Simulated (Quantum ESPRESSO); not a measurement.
pw.x input (Quantum ESPRESSO 7.5; PBEsol, PseudoDojo standard norm-conserving files, fully relativistic):

```
&CONTROL
  calculation = 'scf'
  pseudo_dir = './pseudo'
  outdir = './out'
  tprnfor = .true.
  tstress = .true.
/
&SYSTEM
  ibrav = 0
  nat = 6
  ntyp = 2
  ecutwfc = 80.0
  ecutrho = 320.0
  occupations = 'smearing'
  smearing = 'fd'
  degauss = 0.002
  nbnd = 110
  noncolin = .true.
  lspinorb = .true.
/
&ELECTRONS
  conv_thr = 6e-10
/
ATOMIC_SPECIES
Mo 95.9500 Mo.upf
Te 127.6000 Te.upf
CELL_PARAMETERS angstrom
  3.496342533164   0.000000000000   0.000000000000
 -1.748171266582   3.027921454052   0.000000000000
  0.000000000000   0.000000000000  13.689552880000
ATOMIC_POSITIONS crystal
Mo   0.333333333000   0.666666667000   0.250000000000
Mo   0.666666666333   0.333333333667   0.750000000000
Te   0.333333333000   0.666666667000   0.617223793900
Te   0.666666666333   0.333333333667   0.382776206100
Te   0.666666666333   0.333333333667   0.117223793900
Te   0.333333333000   0.666666667000   0.882776206100
K_POINTS automatic
9 9 2 0 0 0
```

End of the output:

```

[...]
     the Fermi energy is    13.6098 ev
!    total energy              =   -1117.62000085 Ry
     estimated scf accuracy    <          6.2E-11 Ry
     smearing contrib. (-TS)   =      -0.00000002 Ry
     internal energy E=F+TS    =   -1117.62000082 Ry
     The total energy is F=E-TS. E is the sum of the following terms:
     one-electron contribution =    -440.58033840 Ry
     hartree contribution      =     262.45764724 Ry
     xc contribution           =    -235.59852588 Ry
     ewald contribution        =    -703.89878378 Ry
     convergence has been achieved in  10 iterations
     Forces acting on atoms (cartesian axes, Ry/au):
     atom    1 type  1   force =     0.00000000    0.00000000    0.00000000
     atom    2 type  1   force =     0.00000000    0.00000000   -0.00000000
     atom    3 type  2   force =     0.00000000    0.00000000    0.00811289
     atom    4 type  2   force =    -0.00000000   -0.00000000   -0.00811289
     atom    5 type  2   force =     0.00000000   -0.00000000    0.00811289
     atom    6 type  2   force =     0.00000000    0.00000000   -0.00811289
     Total force =     0.016226     Total SCF correction =     0.000074
     Computing stress (Cartesian axis) and pressure
          total   stress  (Ry/bohr**3)                   (kbar)     P=       -3.44
  -0.00002074  -0.00000000   0.00000000           -3.05       -0.00        0.00
  -0.00000000  -0.00002074   0.00000000           -0.00       -3.05        0.00
  -0.00000000  -0.00000000  -0.00002867           -0.00       -0.00       -4.22
```
In a gapped system the printed Fermi energy is only some level inside the gap.

Geometry relaxed with PBE+D3(BJ).
